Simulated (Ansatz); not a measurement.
## How the vibrations of TaRh3 change with volume

Computed with DFT LDA, scalar-relativistic, plane waves, PAW (Ansatz). Settings: 420 eV plane-wave cutoff, Γ-centred 12×12×12 mesh, Fermi-Dirac smearing of 0.15 eV. No spin polarisation. Phonons by linear response, acoustic sum rule imposed.

The cell, relaxed at this level:
```
CELL_PARAMETERS angstrom
3.82129 0.00000 0.00000
0.00000 3.82129 0.00000
0.00000 0.00000 3.82129
ATOMIC_POSITIONS crystal
Ta 0.00000 0.00000 0.00000
Rh 0.00000 0.50000 0.50000
Rh 0.50000 0.00000 0.50000
Rh 0.50000 0.50000 0.00000
```

In a metal, frequencies depend on the k mesh and the smearing, soft modes most. Spin–orbit coupling is left out, which can shift energies with elements as heavy as these.

Cells at 0.98 and 1.02 times the equilibrium volume were relaxed in shape and atoms; γ = −d ln ν / d ln V, modes matched by rank.

Problem. Give the optical frequencies at Γ (cm⁻¹) at the three volumes and the mode Grüneisen parameters.

Solution.
| 0.98 V | V | 1.02 V | γ | degeneracy |
| --- | --- | --- | --- | --- |
| 141 | 132 | 123 | 3.32 | 3 |
| 192 | 183 | 174 | 2.50 | 3 |
| 244 | 232 | 221 | 2.48 | 3 |

Problem. What pressures hold the two strained cells, and what bulk modulus follows?

Solution. 6.55 GPa at 0.98 V and -5.84 GPa at 1.02 V, so B = −dP/d ln V ≈ 310 GPa.